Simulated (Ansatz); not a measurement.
Ansatz run, Cr₂CuGe₂O₈

Input file of Ansatz 0.2.0:

```yaml
crystal:
  lattice:
    - [4.90134169, 0.0, 0.0]
    - [0.45340784, 6.48398304, 0.0]
    - [-1.95304509, -1.69684622, 4.39916112]
  atoms:
    - { symbol: Cr, position: [0.2332, 0.1855, 0.742] }
    - { symbol: Cr, position: [0.7668, 0.8145, 0.258] }
    - { symbol: Cu, position: [0.5, 0.5, 0.5] }
    - { symbol: Ge, position: [0.8607, 0.2785, 0.136] }
    - { symbol: Ge, position: [0.1393, 0.7215, 0.864] }
    - { symbol: O, position: [0.18, 0.342, 0.123] }
    - { symbol: O, position: [0.82, 0.658, 0.877] }
    - { symbol: O, position: [0.892, 0.116, 0.339] }
    - { symbol: O, position: [0.108, 0.884, 0.661] }
    - { symbol: O, position: [0.65, 0.163, 0.755] }
    - { symbol: O, position: [0.35, 0.837, 0.245] }
    - { symbol: O, position: [0.748, 0.527, 0.283] }
    - { symbol: O, position: [0.252, 0.473, 0.717] }
kpoints:
  mp_grid: { grid: [4, 3, 4], shift: [0.5, 0.5, 0.0] }
magnetization:
  spin_polarized: false
scf:
  occupations: { method: fermi_dirac, width: 0.0153 }
  lower_state_search: "off"
  max_iter: 200
hamiltonian:
  pseudopotentials: { kind: paw }
  xc: pbesol
basis:
  ecutwfc: 420
  fft_grid_basis: typed
output:
  forces: true
  stress: true
  eigenvalues: true
  populations: true
  elf: true
  write_potential: true
  volumetric_format: npy
  dos:
    e_range: [-12, 8]
    de: 0.05
    projected: { site_lists: { Cr: [Cr], Cu: [Cu], Ge: [Ge], O: [O] } }
checkpoint:
  read: saved_state
```

The saved state is an earlier solution for the same cell, perhaps on another mesh. 

Parts of the output:

```
SCF iter   1: F=—  Δρ=1.70e-3  dr2=7.69e-4
SCF iter   2: F=—  Δρ=1.54e-3  dr2=1.28e-3  recentre
SCF iter   3: F=—  Δρ=1.11e-3  dr2=5.46e-4
SCF iter   4: F=—  Δρ=1.67e-4  dr2=1.93e-5
SCF iter   5: F=—  Δρ=1.31e-4  dr2=2.15e-5
SCF iter   6: F=—  Δρ=7.35e-5  dr2=8.45e-6
SCF iter   7: F=—  Δρ=4.92e-5  dr2=3.56e-6
SCF iter   8: F=—  Δρ=1.76e-5  dr2=3.79e-7
SCF iter   9: F=—  Δρ=1.28e-5  dr2=2.24e-7
SCF iter  10: F=—  Δρ=1.13e-5  dr2=1.09e-7
SCF iter  11: F=-26275.0154 eV  Δρ=5.84e-6  dr2=3.11e-8
Free energy (F): -26275.0154 eV
Harris-Foulkes:  -26275.0154 eV  (|F-HF|=1.80e-8)
Internal energy: -26275.0005 eV  (E = F + TS)
E sigma→0 (E₀):  -26275.0079 eV
Entropy (-TS):   -0.0148 eV (-1.142 meV/atom)
Fermi energy:    10.5199 eV
--- Per-component energies (eV) ---
  E_band       = -1276.9695
  E_kinetic    = 2607.3393
  E_local      = -16095.5927  (includes V_loc(G=0)·N_el)
  E_nonlocal   = 1806.5118
  E_hartree    = 6802.7351
  E_xc         = -1092.2581
  E_vxc        = -1339.5043  (∫ρ·V_xc dr)
  E_paw        = -9152.7595  (= ΣΔE_a)
  E_vpaw       = -1861.2249  (= ΣTr[D̂ρ^β])
  E_aug_tail   = 0.0218  (compensation charges beyond the density's cutoff)
  E_ewald      = -11153.6426
  E_core_change = 2.6444  (= ΣΔE_core)
  E_smearing   = -0.0148  (= −TS)
--- Forces (eV/Å), atoms counted from 1 ---
  atom   1  Cr     0.1749     0.2568    -0.9509
  atom   2  Cr    -0.1749    -0.2568     0.9509
  atom   3  Cu     0.0000     0.0000     0.0000
  atom   4  Ge    -0.2796     0.0540    -1.4127
  atom   5  Ge     0.2796    -0.0540     1.4127
  atom   6  O      4.4849    -0.1167    -1.0620
  atom   7  O     -4.4849     0.1167     1.0620
  atom   8  O     -0.3582    -2.7770     1.5909
  atom   9  O      0.3582     2.7770    -1.5909
  atom  10  O     -2.7625    -0.5229    -0.7810
  atom  11  O      2.7625     0.5229     0.7810
  atom  12  O     -1.8891     2.7076     1.6939
  atom  13  O      1.8891    -2.7076    -1.6939
--- Stress (GPa, compression-positive) ---
        9.6824       0.1694      -0.3108
        0.1694      11.4401      -2.0301
       -0.3108      -2.0301       7.3338
  P = ⅓ Tr σ = 9.4854 GPa (94.854 kbar)
--- Löwdin populations: 13 sites ---
  site symbol       q [e]
     0     Cr     12.8471
     1     Cr     12.8471
     2     Cu     17.9987
     3     Ge     12.5299
     4     Ge     12.5299
     5      O      6.7271
     6      O      6.7271
     7      O      6.6619
     8      O      6.6619
     9      O      6.6992
    10      O      6.6992
    11      O      6.7399
    12      O      6.7399
  spilling = 0.0048 (of n_electrons = 123.0000)
```

Origin: a known structure type with other elements, at an estimated volume, so it need not be a known compound. Caveats: no spin polarisation, so a magnetic state may lie lower; the k mesh is coarse if the cell is a metal; atoms or cell far from equilibrium.
